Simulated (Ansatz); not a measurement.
Fe₂P₂O₇:
```
CELL_PARAMETERS angstrom
     -4.50138     0.00000     0.00000
      0.81982     1.42889    -5.32202
      0.85093    -5.12990     0.00000
ATOMIC_POSITIONS crystal
  Fe 0.48005 0.70249 0.32331
  Fe 0.51995 0.29751 0.67669
  P  0.09177 0.78851 0.78596
  P  0.90823 0.21149 0.21404
  O  0.00000 0.00000 0.00000
  O  0.21298 0.36967 0.38259
  O  0.78702 0.63033 0.61741
  O  0.27630 0.64089 0.94183
  O  0.72370 0.35911 0.05817
  O  0.28069 0.91979 0.62188
  O  0.71931 0.08021 0.37812
```
Starting moments (μB, in the order of the atoms Fe Fe P P O O O O O O O): 3.7 3.7 0.0 0.0 0.1 0.1 0.1 0.1 0.1 0.1 0.1.

Relaxed with r²SCAN. Special points in fractions of this cell's reciprocal vectors: Γ (0.000, 0.000, 0.000); X (0.500, 0.000, 0.000); Y (0.000, 0.500, 0.000); Z (0.000, 0.000, 0.500); R2 (-0.500, -0.500, 0.500); T2 (0.000, -0.500, 0.500); U2 (-0.500, 0.000, 0.500); V2 (0.500, -0.500, 0.000).

Problem. List the band energies nearest the valence-band maximum at these points for r²SCAN (plane waves, PAW; program Ansatz).

Solution. In eV from the valence-band maximum; about four levels below and three above (degenerate sets whole), none deeper than 8.9 eV; points with the same levels are listed once.

```
k                       below           above
----  -----------------------  --------------
Γ ↑   -2.65 -2.39 -2.29 -2.01  2.30 6.06 6.31
X ↑   -2.38 -2.22 -2.07 -1.46  4.72 5.02 6.52
Y ↑   -2.42 -2.32 -2.02 -1.95  4.35 4.54 5.61
Z ↑   -2.40 -2.36 -2.02 -2.01  4.65 4.89 5.61
R2 ↑  -2.49 -2.43 -2.01 -1.96  5.05 5.07 5.46
T2 ↑  -2.28 -2.02 -1.96 -1.71  5.18 5.32 5.45
U2 ↑  -2.37 -2.27 -2.11 -1.89  5.28 5.53 5.84
V2 ↑  -2.47 -2.31 -2.07 -1.92  5.37 5.49 6.06
Γ ↓   -3.89 -3.79 -0.21 -0.11  1.32 1.38 1.39
X ↓   -3.84 -3.37 -0.14 -0.07  1.26 1.38 1.46
Y ↓   -3.94 -3.89 -0.27 -0.07  1.29 1.32 1.49
Z ↓   -3.93 -3.81 -0.22 -0.07  1.12 1.38 1.50
R2 ↓  -3.81 -3.77 -0.12 -0.08  1.25 1.26 1.49
T2 ↓  -4.00 -3.87 -0.17 -0.15  1.16 1.28 1.37
U2 ↓   -3.97 -3.71 -0.18 0.00  1.30 1.33 1.48
V2 ↓  -3.93 -3.57 -0.13 -0.04  1.30 1.32 1.39
```

Space group P-1. The workflow started from an entry of the Crystallography Open Database (COD), which files this formula under 3 space groups. Whether it is the stable phase at ambient conditions was not checked. The r²SCAN relaxation kept the symmetry of its start; its stability against distortions is not shown here. Magnetic state: ferromagnetic, chosen from 2 collinear starts compared on coarse meshes (ties went to the first, and starts can fall back to one state), not a proven ground state. Other orbital occupations within this spin state were not tried. No Hubbard U is applied.

Potentials: the later of the program's two PAW sets.
